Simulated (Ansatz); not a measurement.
TaSiAs (space group P4/nmm)

```yaml
crystal:
  lattice:
    - [3.50170, 0.00000, 0.00000]
    - [0.00000, 3.50170, 0.00000]
    - [0.00000, 0.00000, 7.87156]
  atoms:
    - { symbol: Ta, position: [0.50000, 0.00000, 0.25454] }
    - { symbol: Ta, position: [0.00000, 0.50000, 0.74546] }
    - { symbol: Si, position: [0.00000, 0.00000, 0.00000] }
    - { symbol: Si, position: [0.50000, 0.50000, 0.00000] }
    - { symbol: As, position: [0.50000, 0.00000, 0.61280] }
    - { symbol: As, position: [0.00000, 0.50000, 0.38720] }
```

E(V) scan at fixed shape, V₀ the volume above. The atoms relax within the cell's symmetry.

These are r2SCAN (plane waves to 500 eV, PAW, scalar-relativistic; Ansatz, a first-principles code) values and carry that method's errors. k mesh 13×13×6 (Γ-centred), Fermi-Dirac smearing 0.05 eV. Energies are smeared free energies. Stress and pressure are positive under compression. Spin-orbit coupling is left out, though Ta is heavy. TaSiAs is run without spin polarisation. TaSiAs was relaxed with its symmetry unable to fall. ΔE is measured from the relaxed starting cell.

```csv
V/V₀,P (GPa),ΔE (kJ/mol of atoms)
0.840,43.2,28.6
0.867,33.1,(withheld)
0.893,24.4,11.4
0.920,16.9,(withheld)
0.947,10.4,2.6
0.973,4.8,0.6
1.000,0.0,0.0
1.027,-4.2,0.6
1.053,-7.8,2.1
1.080,-10.8,4.5
1.107,-13.4,7.7
1.133,-15.6,11.4
1.160,-17.4,15.7
```

Problem. Some entries are withheld; supply them.

Solution. 
- 0.867, ΔE (kJ/mol of atoms): 18.8
- 0.920, ΔE (kJ/mol of atoms): 6.1

(Under strain, the slope of the energy per volume gives the stress and its curvature an elastic modulus.)
